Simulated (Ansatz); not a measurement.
Zr (hcp, Mg type)

Space group P6₃/mmc (No. 194); a = b = 3.2313 Å, c = 5.1732 Å, α = β = 90.00°, γ = 120.00°

```json
[
 {"atom": "Zr", "site": "2d", "symmetry": "-6m2", "x": "0.6667", "y": "0.3333", "z": "0.2500"}
]
```

Grid over V/V₀ and (c/a)/(c/a)₀, subscript 0 meaning the relaxed cell; the conventional c axis lies along z; no internal relaxation.

The numbers are results of PBE (plane waves to 420 eV, PAW, scalar-relativistic; Ansatz, a quantum-chemistry and plane-wave program), not measurements. k mesh 17×17×9 (Γ-centred), Fermi-Dirac smearing 0.05 eV. Stress and pressure are positive under compression. With partly filled bands, the response to shear is sensitive to the k mesh, so small differences along c/a are uncertain. Zr is run without spin polarisation. Zr was relaxed with its symmetry unable to fall. The last digit holds for this mesh only.

Changes of σzz (GPa) from the point V/V₀ = 1.000, (c/a)/(c/a)₀ = 1.000 when one coordinate moves alone (two changes are said to add if the coupling is within 5 % of the smaller one, nearly so within 20 %):

```tsv
point	change
V/V₀ = 1.000, (c/a)/(c/a)₀ = 0.960	2.78
V/V₀ = 1.000, (c/a)/(c/a)₀ = 0.973	1.81
V/V₀ = 1.000, (c/a)/(c/a)₀ = 0.987	0.89
V/V₀ = 0.920, (c/a)/(c/a)₀ = 1.000	9.52
V/V₀ = 0.947, (c/a)/(c/a)₀ = 1.000	5.95
V/V₀ = 0.973, (c/a)/(c/a)₀ = 1.000	2.79
V/V₀ = 1.027, (c/a)/(c/a)₀ = 1.000	-2.48
V/V₀ = 1.053, (c/a)/(c/a)₀ = 1.000	-4.67
V/V₀ = 1.080, (c/a)/(c/a)₀ = 1.000	-6.62
V/V₀ = 1.000, (c/a)/(c/a)₀ = 1.013	-0.85
V/V₀ = 1.000, (c/a)/(c/a)₀ = 1.027	-1.66
V/V₀ = 1.000, (c/a)/(c/a)₀ = 1.040	-2.43
```

### Question
Do the two effects add at V/V₀ = 1.053, (c/a)/(c/a)₀ = 1.027? Give the computed change.

### Answer
The sum of the single changes is -4.67 + (-1.66) = -6.33; the calculation gives -6.17, so the coupling contributes 0.16 (under 20 % of the smaller single change, nearly additive).

### Question
What is the change at V/V₀ = 1.080, (c/a)/(c/a)₀ = 0.960, where both move, and how far is it from the sum?

### Answer
The sum of the single changes is -6.62 + (2.78) = -3.84; the calculation gives -4.25, so the coupling contributes -0.41 (under 20 % of the smaller single change, nearly additive).

(Under strain, the slope of the energy per volume gives the stress and its curvature an elastic modulus.)
